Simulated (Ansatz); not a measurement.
BaCdSbF in space group P4/nmm (No. 129; Ba on 2c, Cd on 2a, Sb on 2c, F on 2b) at seven volumes, the program Ansatz at the r²SCAN level (PAW), shape and atoms relaxed at each. One row is withheld.

```tsv
V (Å³/atom)	P (GPa)
23.745	4.79
24.527	2.93
25.310	1.35
26.093	0.00
26.876	-1.15
27.659	?
28.441	-2.96
```

Fit the shown pressures and predict the withheld one.

Third-order Birch–Murnaghan: P = (3/2)B₀(x^(7/2) − x^(5/2))[1 + (3/4)(B′ − 4)(x − 1)] with x = (V₀/V)^(2/3). Least squares on the six rows gives V₀ = 26.093 Å³/atom, B₀ = 41.39 GPa, B′ = 4.33. At V = 27.659, x = 0.9619 and P = -2.13 GPa. The run itself gave -2.13 GPa.

The workflow started from a Materials Project entry (that database holds measured and hypothetical structures alike); the Crystallography Open Database files this formula in space group No. 129, but the cells were not matched. Its standing as an ambient phase is unchecked. The r²SCAN relaxation kept the symmetry of its start; its stability against distortions is not shown here. Scalar-relativistic: spin–orbit coupling is off unless named, which matters more the heavier the elements.

Potentials: the later of the program's two PAW sets.
